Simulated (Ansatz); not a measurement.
**Na: a film clamped to a substrate**

Computed with DFT PBEsol, scalar-relativistic, plane waves, PAW in Ansatz. Settings: plane waves to 420 eV, k-mesh 12×12×8 (Γ-centred), Gaussian smearing 0.15 eV. No spin polarisation. Energies are free energies at this smearing, counted from the undisturbed cell; pressure is positive in compression.

Zero of the scan (as given, not relaxed at this level; it stands at -0.3 GPa; this form isn't the usual structure):

```xyz
2
Lattice="3.7670 0.0000 0.0000 -1.8835 3.2623 0.0000 0.0000 0.0000 6.1540" Properties=species:S:1:pos:R:3 pbc="T T T"
Na    0.0000    2.1749    1.5385
Na    1.8835    1.0874    4.6155
```

The cell (2 atoms, V0 = 75.63 Å³) is strained by p along both x and y and by q along z, fractional coordinates fixed. τp = (1/V0) ∂E/∂p = (σxx + σyy)(1 + p)(1 + q) and τq = (1/V0) ∂E/∂q = σzz(1 + p)², with tension positive.

```
     p q  ΔE (meV/atom)  τp (GPa)  τq (GPa)
 0.000   0.000           0.00      0.50      0.36
-0.015   0.000          -0.77     -0.07      0.27
 0.015   0.000           2.67      1.00      0.46
 0.000  -0.015          -0.89      0.40      0.14
 0.000   0.015           1.66      0.59      0.57
```

Problem. Get the second derivatives of the energy density.

Solution. Central differences give A = ∂τp/∂p = 36 GPa (C11 + C22 + 2 C12), C = ∂τq/∂q = 14.5 GPa (C33) and the cross term B = ∂τq/∂p = 6.3 GPa (C13 + C23); ∂τp/∂q = 6.3 GPa must equal B, and any difference shows higher-order terms. The ions are clamped.

Problem. A film of this crystal grows with z along the normal on a substrate that imposes p. How does its thickness respond, and what does the misfit cost?

Solution. Count p and q from the stress-free cell. A free surface needs τq = 0, so q = −(B/C) p = -0.43 p. The energy density left is (A − B²/C) p²/2 = M p², with the biaxial modulus M = 16.5 GPa; a misfit of 1 % costs 0.39 meV/atom, against 0.42 meV/atom if the thickness were held.

At p = -0.030 the energies along q are 1.1 (q = -0.030), 0.4 (q = -0.015), 0.6 (q = 0.000), 1.6 (q = 0.015), 3.3 (q = 0.030) meV/atom.

Problem. Does the linear rule hold at this misfit?

Solution. A parabola through the lowest point and its neighbours has its minimum at q = -0.010, 0.4 meV/atom. With the stress left in the starting cell, τp0 and τq0, linear elasticity gives q = −(τq0 + Bp)/C = -0.012 and E = V0(τp0 p + τq0 q + Ap²/2 + Bpq + Cq²/2)/N = 0.0 meV/atom. The energies differ by more than a tenth, so the quadratic law fails here: the gap holds the anharmonic part, with some error from the wide steps. Cubic terms also shift the vertex of so wide a parabola.

In a metal these slopes depend on the k mesh and the smearing.